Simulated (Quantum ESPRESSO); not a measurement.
Band energies of TiS2 monolayer

```
TiS2
1.0
    3.31516     0.00000     0.00000
   -1.65758     2.87101     0.00000
    0.00000     0.00000    15.80000
S Ti
2 1
Direct
  0.33333   0.66667   0.91019
  0.66667   0.33333   0.08981
  0.00000   0.00000   0.00000
```

LDA (pw.x of Quantum ESPRESSO, ONCV potentials, without SOC); path ΓMKΓ; energies in eV from the Fermi level.

```csv
k (1/Å),point,band 8,band 9,band 10,band 11,band 12,band 13,band 14,band 15
0.00,Γ,-2.71,-2.71,-1.55,0.27,0.27,0.53,0.53,1.09
0.11,,-2.85,-2.70,-1.44,-0.13,0.00,0.69,0.79,1.18
0.33,,-3.46,-2.62,-1.53,-1.03,-0.66,0.65,1.39,1.58
0.44,,-3.77,-2.58,-2.29,-0.97,-0.92,0.52,1.59,1.75
0.66,,-3.82,-3.48,-2.58,-1.30,-1.21,0.24,1.75,1.98
0.77,,-4.07,-3.32,-2.63,-1.59,-1.25,0.14,1.76,2.07
0.98,,-4.25,-3.02,-2.72,-1.94,-1.24,0.01,1.75,2.19
1.09,M,-4.26,-3.00,-2.74,-1.96,-1.24,0.00,1.75,2.20
1.30,,-4.27,-2.98,-2.83,-1.97,-1.95,0.49,1.78,2.11
1.41,,-4.29,-3.07,-2.88,-2.38,-2.05,0.80,1.82,2.01
1.62,,-4.35,-3.88,-2.82,-2.48,-2.36,1.28,1.80,1.85
1.73,K,-4.38,-4.19,-2.77,-2.45,-2.45,1.35,1.80,1.80
1.92,,-4.41,-3.60,-2.85,-2.58,-2.17,1.26,1.68,1.93
2.02,,-4.40,-3.27,-2.82,-2.75,-1.93,1.19,1.62,1.98
2.21,,-4.12,-3.27,-2.70,-2.50,-1.41,0.98,1.49,2.08
2.31,,-3.81,-3.47,-2.52,-2.23,-1.17,0.89,1.44,2.09
2.50,,-3.87,-2.81,-2.17,-1.54,-0.89,0.81,1.38,1.89
2.60,,-3.62,-2.66,-1.74,-1.18,-0.89,0.81,1.33,1.73
2.80,,-3.07,-2.68,-1.27,-0.59,-0.33,0.79,1.00,1.34
2.99,Γ,-2.71,-2.71,-1.55,0.27,0.27,0.53,0.53,1.09
```

At this level the gap is closed or nearly so: along the path the highest valence and lowest conduction bands touch, or overlap by less than 0.6 eV, a zero-gap or semimetallic result; the valence top lies at Γ, the conduction bottom at M, 0.27 eV lower. Semilocal functionals close the gaps of some narrow-gap semiconductors, so this alone doesn't show that the compound has none.

Geometry relaxed with LDA.
